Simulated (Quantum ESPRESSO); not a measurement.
Field gradients of Mg4TeSe3 from PBE PAW (JTH datasets; density from pw.x of a modified build of Quantum ESPRESSO, gradients reconstructed from it by a script), 20 Ha, k-mesh 4×4×4 through Γ:

```yaml
crystal:
  lattice:
    - [5.64124, 0.00000, 0.00000]
    - [0.00000, 5.64124, 0.00000]
    - [0.00000, 0.00000, 5.64124]
  atoms:
    - { symbol: Mg, position: [0.00000, 0.00000, 0.00000] }
    - { symbol: Te, position: [0.50000, 0.00000, 0.00000] }
    - { symbol: Mg, position: [0.00000, 0.50000, 0.50000] }
    - { symbol: Se, position: [0.50000, 0.50000, 0.50000] }
    - { symbol: Mg, position: [0.50000, 0.00000, 0.50000] }
    - { symbol: Se, position: [0.00000, 0.00000, 0.50000] }
    - { symbol: Mg, position: [0.50000, 0.50000, 0.00000] }
    - { symbol: Se, position: [0.00000, 0.50000, 0.00000] }
```
The cell was made here from a computed Materials Project entry: one of 4 Se replaced by Te, cell and atoms relaxed (PBE without dispersion, pw.x of Quantum ESPRESSO, symmetry kept). The parent is MgSe in Fm-3m; whether this form has been observed was not checked. The swapped cell is a model, not a known phase. Stability against distortions was not tested.

Vzz is the sum of three terms, each taken along its main axis: the smooth valence density, the ions (nucleus and frozen core) with the augmentation charges of all other spheres, and the all-electron minus smooth density in the atom's own sphere. The split hangs on the datasets.  Cores are frozen. Mg, Se had no test against all-electron runs.

| site | smooth valence density | ions and other spheres | own sphere | Vzz (a.u.) |
|---|---|---|---|---|
| Mg1 (atoms 1, 5, 7) | 0.003 | -0.002 | … | … |
| Se (atoms 4, 6, 8) | 0.000 | 0.001 | … | … |

Task: Some entries are withheld; supply them.

Result: 
- Mg1 (atoms 1, 5, 7), own sphere: -0.059
- Mg1 (atoms 1, 5, 7), Vzz (a.u.): -0.058
- Se (atoms 4, 6, 8), own sphere: 0.056
- Se (atoms 4, 6, 8), Vzz (a.u.): 0.057
